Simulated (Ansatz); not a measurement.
One crystal and one scan (scan of one atom of the cell) at two levels, PBE (plane waves to 420 eV, PAW, scalar-relativistic; Ansatz, a first-principles code) and r2SCAN (plane waves to 500 eV, PAW, scalar-relativistic; Ansatz), each from its own relaxed cell and on its own mesh. The cell shown is that of PBE.

Relaxed BAs (zinc blende):

```
CELL_PARAMETERS angstrom
      0.00000     2.40467     2.40467
      2.40467     0.00000     2.40467
      2.40467     2.40467     0.00000
ATOMIC_POSITIONS crystal
  As 0.75000 0.75000 0.75000
  B  0.00000 0.00000 0.00000
```

In this cell atom 1 (As, nearest neighbour B at 2.083 Å; its periodic images, 3.4 Å or more away, move with it) is moved by s along Cartesian [110], unit vector (0.707, 0.707, 0.000); all other atoms and the cell stay fixed.

The energy includes the smearing's −TS. BAs was relaxed with its symmetry unable to fall. As the smearing reaches across the gap at some points, energies and forces of such displacements shift with the k mesh and the smearing. Percentages come from the unrounded values.

Results of PBE:

```
Item                                                                                                                       Value
----------------------------------------------------------------  --------------------------------------------------------------
Lattice constant a (Å)                                                                                                     4.809
Band gap of the relaxed cell, no spin-orbit coupling (eV)                                                                   1.21
Force constant k = d²E/ds² at s = 0 (finite differences) (eV/Å²)                                                           15.98
Shape of the curve                                                a single well with its minimum at or next to zero displacement
```

Problem. What does r2SCAN give for the same quantities?

Solution. 
```json
[
 {"quantity": "Lattice constant a (Å)", "r2SCAN": "4.784", "PBE − r2SCAN": "+0.025 (+0.5 %)"},
 {"quantity": "Band gap of the relaxed cell, no spin-orbit coupling (eV)", "r2SCAN": "1.38", "PBE − r2SCAN": "-0.17 (-12 %)"},
 {"quantity": "Force constant k = d²E/ds² at s = 0 (finite differences) (eV/Å²)", "r2SCAN": "16.92", "PBE − r2SCAN": "-0.94 (-5.6 %)"}
]
```

PBE gives the higher value for: lattice constant a. PBE gives the lower value for: band gap of the relaxed cell, no spin-orbit coupling; force constant k = d²E/ds² at s = 0. Both give the same shape of the curve: a single well with its minimum at or next to zero displacement.

(A displaced cell: forces are minus the slopes of the energy, force constants its curvatures, and phonons follow from these.)
